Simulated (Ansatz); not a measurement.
## Nb$_{2}$CS, first-principles data

Nb2CS:
```xyz
8
Lattice="3.2652 0.0000 0.0000 -1.6326 2.8278 0.0000 0.0000 0.0000 11.5817" Properties=species:S:1:pos:R:3 pbc="T T T"
Nb     1.6326     0.9426    10.4681
Nb     0.0000     1.8852     1.1137
Nb     0.0000     1.8852     4.6772
Nb     1.6326     0.9426     6.9045
C      0.0000     0.0000     0.0000
C      0.0000     0.0000     5.7909
S      0.0000     1.8852     8.6863
S      1.6326     0.9426     2.8954
```

Space group P6_3/mmc (No. 194); conventional cell a = b = 3.2652 Å, c = 11.5817 Å, α = β = 90.00°, γ = 120.00°.

Method: PBEsol (plane waves, PAW; program Ansatz). Geometry: relaxed at this level of theory. Other levels are named where they apply.

Cell and energy:

```
Item                                                          Result
-----------------------------------------------------  -------------
Volume per atom                                             13.37 Å³
Density                                                   7.14 g/cm³
Formation energy from the elements (no fitted shifts)  -0.93 eV/atom
```

Electronic structure:

```
Item                                                                         Value
------------------------------------  --------------------------------------------
Electronic character                                             metallic (no gap)
Density of states at the Fermi level  0.39 states/eV per atom (mean over ±0.08 eV)
Gap with spin–orbit coupling                                       none (metallic)
```

Mechanics:

```
Property                                                                                      Value
--------------------------------------------  -----------------------------------------------------
Bulk modulus (Birch–Murnaghan fit)                                                          212 GPa
Pressure derivative B′                                                                          4.7
Elastic constants (relaxed ions, GPa)         C11 = 337, C12 = 110, C13 = 175, C33 = 342, C44 = 135
Mechanical stability                                         stable (all eigenvalues of C positive)
Hill bulk and shear moduli                                                          214 and 111 GPa
Young's modulus                                                                             283 GPa
Poisson's ratio                                                                                0.28
Debye temperature from the elastic constants                                                  550 K
```

Phonons:

```
Property                                       Result
-----------------------------  ----------------------
Highest zone-centre frequency                663 cm⁻¹
Zone-centre stability          no imaginary mode at Γ
```

The first step of the workflow began from a Materials Project structure, measured or hypothetical; the Crystallography Open Database copy checked does not list it. Whether it is the stable phase at ambient conditions was not checked. The PBEsol relaxation kept the symmetry of its start. The run is not spin-polarised. As this level gives no gap, shear constants depend on the k-mesh and smearing (Fermi–Dirac, 0.1 eV here). As this level gives no gap, phonon frequencies hold no LO–TO term and depend on the k-mesh and smearing (Fermi–Dirac, 0.1 eV here). The references are the lowest solids computed at this level, not always the standard phases. Scalar-relativistic: spin–orbit coupling is off unless named, which matters more the heavier the elements.

Potentials: the later of the program's two PAW sets.
